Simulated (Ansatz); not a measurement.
The start is a generated cell, Ti built in the AFLOW prototype A_tP4_129_ac (A_d). Cell shape, volume and atoms are optimised at zero target pressure with PBE (plane waves to 420 eV, PAW, scalar-relativistic; Ansatz, a program for electronic structure). The first steps use a coarse 7×7×10 k-mesh.

Initial structure:
```
Ti
1.0
    4.67327     0.00000     0.00000
    0.00000     4.67327     0.00000
    0.00000     0.00000     3.23322
Ti
4
Cartesian
  0.00000   0.00000   0.00000
  2.33664   2.33664   0.00000
  2.33664   0.00000   1.21246
  0.00000   2.33664   2.02076
```

### Question
How large is the pressure on the unrelaxed cell, and of which sign?

### Answer
-2.2 GPa (negative: the cell is under tension).

### Question
What symmetry does the relaxed structure have?

### Answer
The space group goes from P4/nmm (No. 129) to I4/mmm (No. 139); the end is AFLOW prototype A_tI2_139_a (A_a), with 1 atom in the primitive cell.

### Question
How much energy is released per atom?

### Answer
0.17 eV/atom.

### Question
How does the volume change?

### Answer
-2.2 %, from 17.65 to 17.26 Å³/atom.

### Question
How do the shortest distances between atoms change?

### Answer
The closest pairs of elements (up to four, under 3.6 Å), start → end: Ti–Ti 2.63 → 2.83 Å.

### Question
Give the final cell and atomic positions.

### Answer

```cif
data_Ti2
_chemical_formula_sum 'Ti2'
_space_group_name_H-M_alt 'I4/mmm'
_space_group_IT_number 139
_space_group_name_Hall '-I 4 2'
_cell_length_a 3.41425
_cell_length_b 3.41425
_cell_length_c 2.96063
_cell_angle_alpha 90.000
_cell_angle_beta 90.000
_cell_angle_gamma 90.000
loop_
_atom_site_label
_atom_site_type_symbol
_atom_site_symmetry_multiplicity
_atom_site_Wyckoff_symbol
_atom_site_fract_x
_atom_site_fract_y
_atom_site_fract_z
_atom_site_occupancy
Ti1 Ti 2 a 0.00000 0.00000 0.00000 1
```
(The calculation used a cell of 1 atom; values per cell refer to that cell.)

Final values are on a 21×21×21 k-mesh of the relaxed cell. No spin polarisation in the result.

The run could not lower the symmetry of its start; a shaken copy of this end point relaxes with PBE to P6₃/mmc (No. 194), 0.10 eV/atom lower.

The relaxed structure here is a generated cell of Ti: the first start was made by placing the elements on the sites of a structure type, and the end was not matched to a known phase here, so it may be hypothetical. Known forms of Ti include space group No. 194.
